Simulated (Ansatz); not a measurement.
Fields on a plane of Ce (fcc, Cu type)

```
CELL_PARAMETERS angstrom
      0.00000     2.36582     2.36582
      2.36582     0.00000     2.36582
      2.36582     2.36582     0.00000
ATOMIC_POSITIONS crystal
  Ce 0.00000 0.00000 0.00000
```

The slice is a {110} plane (indices of the conventional cell) through the point (0.000, 0.000, 0.000) (fractional), spanned by u = [100] and v = [1 -1 -1] in vectors of this cell: u (3.35 Å) and v (4.73 Å, at 90° to u). It covers one period; positions are fractions (u, v).

Atoms on it: Ce at (0.00, 0.00).

Computed with PBE (plane waves to 420 eV, PAW, scalar-relativistic; Ansatz, a first-principles code). k mesh 17×17×17. Inside the PAW spheres the values are not all-electron values, and peaks at nuclei hang on which shells count as valence. Ce is run without spin polarisation. Ce was relaxed with its symmetry unable to fall. The PAW data are Ansatz's earlier set. The relaxed volume of Ce is well below the measured one. The f-shell state is unchecked: a lower one may exist.

```
|99999764210124679999|
|99998753210123578999|
|99998653110113568999|
|99887542110112457889|
|87765432110112345677|
|66543221100011223456|
|44332111000001112334|
|22111100000000011112|
|11000000000000000001|
|00000000000000000000|
|00000000000000000000|
|00000000000000000000|
|00000000000000000000|
|00000000000000000000|
|00000000000000000000|
|00000000000000000000|
|00000000000000000000|
|00000000000000000000|
|11000000000000000001|
|22111100000000011112|
|44332111000001112334|
|66543221100011223456|
|87765432110112345677|
|99887542110112457889|
|99998653110113568999|
|99998753210123578999|
|99999764210124679999|
|99999764210124679999|
```
Scale: ten equal steps from -0.92 (start of '0') to 0.38 (end of '9'), in the order '0123456789'. Values: log₁₀ of the valence density in e/Å³. The map has 20 points along u (one character each, u = 0 at the left) and 28 along v (v = 0 in the bottom row). The scale is logarithmic, as a density can span decades between atoms and voids.

```
|xxxxxx   -=-   xxxxx|
|xxxxxx  .-=-.  xxxxx|
|xxxxxx  :=+=:  xxxxx|
|xxxxx  .=+*+=.  xxxx|
|xxxx   -+***+-   xxx|
|      :=*###*=:     |
|    .-=+*###*+=-.   |
|..:-=++*#####*++=-:.|
|++++*************+++|
|#####***********####|
|%%%%##**+++++**##%%%|
|@@@%##*++===++*##%@@|
|@@@%%#*+=====+*#%%@@|
|@@@%%#*+==-==+*#%%@@|
|@@@%%#*+=====+*#%%@@|
|@@@%##*++===++*##%@@|
|%%%%##**+++++**##%%%|
|#####***********####|
|++++*************+++|
|..:-=++*#####*++=-:.|
|    .-=+*###*+=-.   |
|      :=*###*=:     |
|xxxx   -+***+-   xxx|
|xxxxx  .=+*+=.  xxxx|
|xxxxxx  :=+=:  xxxxx|
|xxxxxx  .-=-.  xxxxx|
|xxxxxx   -=-   xxxxx|
|xxxxxx   :-:   xxxxx|
```
Scale: ten equal steps from 3.00 (start of ' ') to 11.10 (end of '@'), in the order ' .:-=+*#%@'. Values: electrostatic potential energy of an electron, from the cell's mean, in eV. The map has 20 points along u (one character each, u = 0 at the left) and 28 along v (v = 0 in the bottom row). Points within 1 Å of a nucleus are blanked (x), as the pseudised field means little there. Values under 3 eV are set to 3. The zero, the cell's mean, hangs on the PAW cores.

The density on the Ce–Ce line (3.35 Å) at its midpoint is 0.16 e/Å³. The ELF at that point is 0.10.
